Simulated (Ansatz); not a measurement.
Level of theory: DFT, PBEsol, plane waves (420 eV) with PAW, scalar-relativistic in Ansatz. (PAW data from PBE, frozen cores regenerated.)

An element in the omega (AlB2-type) structure gives this curve. The cell is scaled uniformly from the relaxed one, with fractional coordinates and shape fixed. Energies are extrapolated to zero smearing, pressures are those at the given smearing. Magnetic state: spin not included.

| V (Å³/atom) | E − E₀ (meV/atom) | P (GPa) |
| --- | --- | --- |
| 16.187 | 76.6 | 12.62 |
| 16.923 | 31.2 | 7.45 |
| 17.658 | 7.0 | 3.29 |
| 18.394 | 0.0 | -0.05 |
| 19.130 | 6.9 | -2.75 |
| 19.866 | 24.9 | -4.91 |
| 20.601 | 52.0 | -6.65 |

Q: Which element is it?
A. germanium
B. selenium
C. silver
D. lithium

A: A. Its fit is V₀ = 18.37 Å³/atom, B₀ = 76 GPa, B₀′ = 4.3.
